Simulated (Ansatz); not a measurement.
Relaxed KTaO$_{3}$ (cubic perovskite):

```xyz
5
Lattice="4.0244 0.0000 0.0000 0.0000 4.0244 0.0000 0.0000 0.0000 4.0244" Properties=species:S:1:pos:R:3 pbc="T T T"
K      0.0000     0.0000     0.0000
Ta     2.0122     2.0122     2.0122
O      0.0000     2.0122     2.0122
O      2.0122     2.0122     0.0000
O      2.0122     0.0000     2.0122
```

In this cell atom 1 (K, nearest neighbour O at 2.846 Å; its periodic images, 4.0 Å or more away, move with it) is moved by u·(1.000, 0.000, 0.000) + v·(0.000, 1.000, 0.000); the rest is frozen.

The numbers are results of PBE (plane waves to 420 eV, PAW, scalar-relativistic; Ansatz, a program for electronic structure), not measurements. k mesh 7×7×7 (Γ-centred), Fermi-Dirac smearing 0.05 eV. Fu and Fv are the components of the force on the atom. KTaO3 is run without spin polarisation. KTaO3 was relaxed with its symmetry unable to fall. Spin-orbit coupling is left out, though Ta is heavy. 

```csv
Fv (eV/Å),u = -0.430,u = -0.215,u = 0.000,u = 0.215,u = 0.430
v = -0.430,[?],[?],1.77,[?],[?]
v = -0.215,1.25,0.93,0.83,0.93,1.25
v = 0.000,0.00,0.00,0.00,0.00,0.00
v = 0.215,-1.25,-0.93,-0.83,-0.93,-1.25
v = 0.430,[?],[?],-1.77,[?],[?]
```

**Question.** Complete the blanks.

**Answer.** 
- v = -0.430, u = -0.430: 2.71
- v = -0.430, u = -0.215: 1.99
- v = -0.430, u = 0.215: 1.99
- v = -0.430, u = 0.430: 2.71
- v = 0.430, u = -0.430: -2.71
- v = 0.430, u = -0.215: -1.99
- v = 0.430, u = 0.215: -1.99
- v = 0.430, u = 0.430: -2.71

(A displaced cell: forces are minus the slopes of the energy, force constants its curvatures, and phonons follow from these.)
